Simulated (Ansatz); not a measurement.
A relaxed structure of BAs is spoiled in several ways and relaxed again each time (noise and exchanges are one random draw each; pressure is positive under compression). Computed with PBEsol (plane waves to 420 eV, PAW, scalar-relativistic; Ansatz, a program for electronic structure).

```cif
data_As4B4
_chemical_formula_sum 'As4 B4'
_space_group_name_H-M_alt 'F-43m'
_space_group_IT_number 216
_space_group_name_Hall 'F -4 2 3'
_cell_length_a 4.76772
_cell_length_b 4.76772
_cell_length_c 4.76772
_cell_angle_alpha 90.000
_cell_angle_beta 90.000
_cell_angle_gamma 90.000
loop_
_atom_site_label
_atom_site_type_symbol
_atom_site_symmetry_multiplicity
_atom_site_Wyckoff_symbol
_atom_site_fract_x
_atom_site_fract_y
_atom_site_fract_z
_atom_site_occupancy
As1 As 4 c 0.25000 0.25000 0.25000 1
B1 B 4 a 0.00000 0.00000 0.00000 1
```
(The calculation used a cell of 2 atoms; values per cell refer to that cell.)

```
change                                                                                                             first pressure (GPa)  first V (Å³/atom)  released (eV/atom)  moves                outcome  final group  E − E(parent) (eV/atom)
-----------------------------------------------------------------------------------------------------------------  --------------------  -----------------  ------------------  -----  ---------------------  -----------  -----------------------
with every coordinate shifted by Gaussian noise of σ = 0.2 Å                                                                        3.3              13.55                0.20      5  returns to the parent        F-43m                    0.000
with every coordinate shifted by Gaussian noise of σ = 0.1 Å                                                                        1.3              13.55               0.081      4  returns to the parent        F-43m                    0.000
deformed by the Cartesian strain tensor (xx, yy, zz, yz, xz, xy) = (0.036, -0.045, 0.019, -0.045, -0.015, -0.010)                     ?              13.62                   ?      5                      ?            ?                        ?
doubled along one cell vector, shaken by Gaussian noise of σ = 0.08 Å a coordinate                                                  1.3              13.55               0.087      4  returns to the parent        F-43m                    0.000
```

Task: What belongs in the gaps?

Result: 
- deformed by the Cartesian strain tensor (xx, yy, zz, yz, xz, xy) = (0.036, -0.045, 0.019, -0.045, -0.015, -0.010), first pressure (GPa): 0.7
- deformed by the Cartesian strain tensor (xx, yy, zz, yz, xz, xy) = (0.036, -0.045, 0.019, -0.045, -0.015, -0.010), released (eV/atom): 0.10
- deformed by the Cartesian strain tensor (xx, yy, zz, yz, xz, xy) = (0.036, -0.045, 0.019, -0.045, -0.015, -0.010), outcome: returns to the parent
- deformed by the Cartesian strain tensor (xx, yy, zz, yz, xz, xy) = (0.036, -0.045, 0.019, -0.045, -0.015, -0.010), final group: F-43m
- deformed by the Cartesian strain tensor (xx, yy, zz, yz, xz, xy) = (0.036, -0.045, 0.019, -0.045, -0.015, -0.010), E − E(parent) (eV/atom): 0.000

First-step values come from each run's starting, coarser k-mesh (8×8×8, 8×4×8). The runs use different k-meshes, so differences are rounded accordingly. No spin polarisation in the result.
